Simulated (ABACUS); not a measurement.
Input and output of a self-consistent single point for TiN (Fm-3m, 2 atoms in the cell; from Materials Project mp-492) (ABACUS).

All values come from this method and carry its errors: PBE-D3(BJ) with three-body term, PseudoDojo 0.5 standard norm-conserving PBE (tails mended) pseudopotentials (plane waves; ABACUS 3.10.1).

```xyz
2
Lattice="0.0000 2.1206 2.1206 2.1206 0.0000 2.1206 2.1206 2.1206 0.0000" Properties=species:S:1:pos:R:3 pbc="T T T"
Ti     0.0000     0.0000     0.0000
N      2.1206     2.1206     2.1206
```

Reference input (self-consistent single point, DFT, PBE, plane waves, PseudoDojo 0.5 standard norm-conserving PBE (tails mended) pseudopotentials): KPT = Gamma 13 13 13 0 0 0; basis_type = pw; ecutwfc = 84 Ry; smearing_method = gaussian; smearing_sigma = 0.00367493 Ry; potentials = PseudoDojo 0.5 standard norm-conserving PBE (tails mended); symmetry = 1; symmetry_prec = 1e-05; ks_solver = dav_subspace; scf_nmax = 100; scf_thr = 1.0e-09 Ry; mixing_type = pulay. This run's input differs from it in these lines:

```diff
@@ -10,2 +10,4 @@
 smearing_sigma       0.00367493
+vdw_method           d3_bj
+vdw_abc              1
 ks_solver            dav_subspace
```

Output (repeated stretches shortened):

```
 SELF-CONSISTENT
 -------------------------------------------

DFT-D3 Dispersion correction parameters autoset
----------------------------------
 Parameters  Original   Autoset
----------------------------------
         s6    default     1.0000
         s8    default     0.7875
         a1    default     0.4289
         a2    default     4.4407
----------------------------------
XC functional: PBE
                                 init_chg = atomic

 PW ALGORITHM --------------- ION=   1  ELEC=   1--------------------------------

 Density error is 0.696799234299
                          Error Threshold = 0.01
   [... lines left out ...]

 Density error is 6.82467829094e-08
                          Error Threshold = 3.0109780936e-08
 E_KohnSham     -139.7762443111      -1901.7533676716
 E_Fermi        1.2670316508         17.2388499975

 PW ALGORITHM --------------- ION=   1  ELEC=   9--------------------------------

 Density error is 8.24520759287e-10
                          Error Threshold = 4.01451664173e-10
 E_KohnSham     -139.7762443254      -1901.7533678651
 E_KS(sigma->0) -139.7761816370      -1901.7525149458
 E_entropy(-TS) -0.0001253768        -0.0017058385
 E_vdwD3        -0.0615577351        -0.8375359537
 E_Fermi        1.2670021772         17.2384489883
 charge density convergence is achieved
 final etot is -1901.7533679 eV
 EFERMI = 17.238448988 eV

 STATE ENERGY(eV) AND OCCUPATIONS    NSPIN == 1
   [... 16 lines left out ...]

 TOTAL-FORCE (eV/Angstrom)
                       Ti1         0.0000000000         0.0000000000         0.0000000000
                        N1         0.0000000000         0.0000000000         0.0000000000

 TOTAL-STRESS (KBAR)
       -54.4802648942        -0.0000000000         0.0000000000
        -0.0000000000       -54.4802648942         0.0000000000
        -0.0000000000         0.0000000000       -54.4802648942
 TOTAL-PRESSURE: -54.480265 KBAR

 --------------------------------------------
 !FINAL_ETOT_IS -1901.7533678650713682 eV
 --------------------------------------------
```

The run converged in 9 iterations. Against the reference run the pressure goes from 1.06 to -5.45 GPa.

The structure comes from a collection of computed structures, made at another level of theory; the collection holds predicted forms beside known ones.

Cost on one core: roughly 80 core-seconds.

“Tails mended”: in these copies of the files the far tail of each local potential was reset to the Coulomb form.
